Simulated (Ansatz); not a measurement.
**What a trial cell of Sr relaxes into**

These are results of DFT r2SCAN, scalar-relativistic, plane waves, PAW in Ansatz, not measurements. Cutoff 500 eV, Γ-centred k mesh, Gaussian smearing, no spin polarisation in the final step.

This is the end of a relaxation of cell and atoms.

```yaml
crystal:
  lattice:
    - [0.00000, 3.04940, 3.04940]
    - [3.04940, 0.00000, 3.04940]
    - [3.04940, 3.04940, 0.00000]
  atoms:
    - { symbol: Sr, position: [0.00000, 0.00000, 0.00000] }
```

Problem. What space group does it have?

Solution. Fm-3m (No. 225). Conventional cell: a = 6.099 Å. Sr has 12 Sr at 4.31 Å.

Problem. Is it a metal?

Solution. Yes, bands cross the Fermi level on the 18×18×18 mesh.

The final run used a 18×18×18 mesh on its 1-atom cell and 0.10 eV smearing. The cell came from a trial start, so Sr may not exist in this structure.